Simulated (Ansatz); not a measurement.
Ti (hcp, Mg type)

```yaml
crystal:
  lattice:
    - [2.93914, 0.00000, 0.00000]
    - [-1.46957, 2.54537, 0.00000]
    - [0.00000, 0.00000, 4.65010]
  atoms:
    - { symbol: Ti, position: [0.33333, 0.66667, 0.75000] }
    - { symbol: Ti, position: [0.66667, 0.33333, 0.25000] }
```

Two-dimensional scan of atom 1 (Ti, nearest neighbour Ti at 2.878 Å; its periodic images, 2.9 Å or more away, move with it): u runs along (1.000, 0.000, 0.000), v along (0.000, 0.000, 1.000) (Cartesian). Cell and other atoms are fixed.

Computed with PBE (plane waves to 420 eV, PAW, scalar-relativistic; Ansatz, an electronic-structure program). k mesh 15×15×8 (Γ-centred), Fermi-Dirac smearing 0.05 eV. Energies are smeared free energies. Points where atoms come too close for the PAW data are left out (x in tables, blank in figures). With partly filled bands, energies and forces of such displacements shift with the k mesh and the smearing. Ti is run without spin polarisation. Ti was relaxed with its symmetry unable to fall. The last digit holds for this mesh only.

Changes of ΔE (meV/cell) from the point u = 0.000 Å, v = 0.000 Å when one coordinate moves alone (two changes are said to add if the coupling is within 5 % of the smaller one, nearly so within 20 %):

```csv
point,change
"u = 0.000 Å, v = -0.430 Å",509.6
"u = 0.000 Å, v = -0.215 Å",95.2
"u = -0.430 Å, v = 0.000 Å",113.1
"u = -0.215 Å, v = 0.000 Å",33.7
"u = 0.215 Å, v = 0.000 Å",33.7
"u = 0.430 Å, v = 0.000 Å",113.1
"u = 0.000 Å, v = 0.215 Å",95.2
"u = 0.000 Å, v = 0.430 Å",509.6
```

Question: Do the two effects add at u = -0.215 Å, v = -0.215 Å? Give the computed change.

Answer: The sum of the single changes is 33.7 + (95.2) = 128.9; the calculation gives 125.1, so the coupling contributes -3.8 (under 20 % of the smaller single change, nearly additive).

Question: Do the two effects add at u = -0.430 Å, v = 0.215 Å? Give the computed change.

Answer: The sum of the single changes is 113.1 + (95.2) = 208.3; the calculation gives 201.7, so the coupling contributes -6.6 (under 20 % of the smaller single change, nearly additive).

Question: Do the two effects add at u = -0.215 Å, v = -0.430 Å? Give the computed change.

Answer: The sum of the single changes is 33.7 + (509.6) = 543.3; the calculation gives 524.5, so the coupling contributes -18.8 (over 20 % of the smaller single change, not additive).

(A displaced cell: forces are minus the slopes of the energy, force constants its curvatures, and phonons follow from these.)
